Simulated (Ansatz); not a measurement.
## RhN: levels along high-symmetry lines

```
Rh N
1.0
     3.12206    0.00000    0.00000
    -1.56103    2.70379    0.00000
     0.00000    0.00000    5.77534
Rh N
2 2
Direct
  0.33333 0.66667 0.00687
  0.66667 0.33333 0.50687
  0.33333 0.66667 0.36913
  0.66667 0.33333 0.86913
```

Atoms are numbered in the order listed.

The structure comes from a relaxation in the same program, started in the wurtzite type, and has space group P6_3mc. Whether it is a known phase or the ground state wasn't checked.

Method: DFT, PBE, all-electron LAPW, scalar-relativistic in Ansatz 0.2.0.

The runs use a Γ-centred 15×15×8 k mesh, Fermi–Dirac smearing of 0.05 eV, basis error target 0.5 meV/atom, no spin polarisation.

Points in fractions of the reciprocal vectors of this cell: Γ (0, 0, 0), M (0.5, 0, 0), K (0.333, 0.333, 0), A (0, 0, 0.5), L (0.5, 0, 0.5), H (0.333, 0.333, 0.5). The path joins them by straight lines in the order Γ–M–K–Γ–A–L–H–A–L; legs that retrace an earlier one aren't tabulated. Energies are in eV from the Fermi level.

Problem. Metal or insulator at this level of theory?

Solution. No gap opens: metallic or semimetallic.

Problem. Tabulate bands 39 to 45, counted from the lowest band of the run, along the path.

Solution. 
| k (1/Å) | point | band 39 | band 40 | band 41 | band 42 | band 43 | band 44 | band 45 |
| --- | --- | --- | --- | --- | --- | --- | --- | --- |
| 0.00 | Γ | -2.07 | -2.07 | -1.58 | 1.22 | 1.82 | 1.82 | 3.06 |
| 0.29 |  | -2.14 | -2.06 | -1.65 | 1.30 | 1.69 | 1.95 | 2.67 |
| 0.58 |  | -2.50 | -2.01 | -1.63 | 0.29 | 1.26 | 1.93 | 2.70 |
| 0.87 |  | -2.20 | -1.83 | -1.53 | -0.69 | 0.56 | 0.79 | 1.66 |
| 1.16 | M | -1.81 | -1.66 | -1.49 | -1.31 | -0.41 | 0.10 | 1.29 |
| 1.33 |  | -1.74 | -1.60 | -1.39 | -1.34 | -0.58 | 0.37 | 1.12 |
| 1.50 |  | -2.28 | -1.94 | -1.32 | -0.68 | -0.53 | 0.65 | 0.79 |
| 1.67 |  | -2.82 | -2.44 | -1.16 | -0.31 | -0.04 | 0.53 | 0.81 |
| 1.83 | K | -2.89 | -2.89 | -1.07 | -0.04 | -0.04 | 0.91 | 0.98 |
| 2.17 |  | -2.03 | -1.60 | -1.18 | -0.97 | -0.55 | 0.55 | 1.68 |
| 2.50 |  | -2.26 | -2.00 | -1.54 | 0.12 | 0.59 | 1.54 | 2.59 |
| 2.84 |  | -2.15 | -2.07 | -1.66 | 1.28 | 1.47 | 2.21 | 2.57 |
| 3.17 | Γ | -2.07 | -2.07 | -1.58 | 1.22 | 1.82 | 1.82 | 3.06 |
| 3.31 |  | -2.09 | -2.09 | -1.39 | 1.25 | 1.87 | 1.87 | 3.05 |
| 3.45 |  | -2.16 | -2.16 | -0.89 | 1.25 | 2.03 | 2.03 | 3.08 |
| 3.58 |  | -2.27 | -2.27 | -0.21 | 1.01 | 2.27 | 2.27 | 2.88 |
| 3.72 | A | -2.41 | -2.41 | 0.48 | 0.48 | 2.57 | 2.57 | 2.57 |
| 4.01 |  | -2.43 | -2.43 | 0.46 | 0.46 | 2.11 | 2.11 | 2.50 |
| 4.30 |  | -2.36 | -2.36 | 0.03 | 0.03 | 1.49 | 1.49 | 2.20 |
| 4.59 |  | -2.04 | -2.04 | -0.70 | -0.70 | 0.75 | 0.75 | 1.63 |
| 4.88 | L | -1.77 | -1.77 | -1.32 | -1.32 | 0.32 | 0.32 | 1.26 |
| 5.05 |  | -1.62 | -1.62 | -1.37 | -1.37 | 0.17 | 0.17 | 1.33 |
| 5.22 |  | -1.64 | -1.64 | -1.24 | -1.24 | -0.06 | -0.06 | 1.38 |
| 5.38 |  | -1.82 | -1.82 | -1.04 | -1.04 | -0.09 | -0.09 | 1.31 |
| 5.55 | H | -1.90 | -1.90 | -0.98 | -0.98 | -0.04 | -0.04 | 1.23 |
| 5.89 |  | -1.59 | -1.59 | -1.13 | -1.13 | 0.00 | 0.00 | 1.63 |
| 6.22 |  | -2.30 | -2.30 | -0.13 | -0.13 | 1.03 | 1.03 | 2.15 |
| 6.56 |  | -2.44 | -2.44 | 0.43 | 0.43 | 2.00 | 2.00 | 2.48 |
| 6.89 | A | -2.41 | -2.41 | 0.48 | 0.48 | 2.57 | 2.57 | 2.57 |
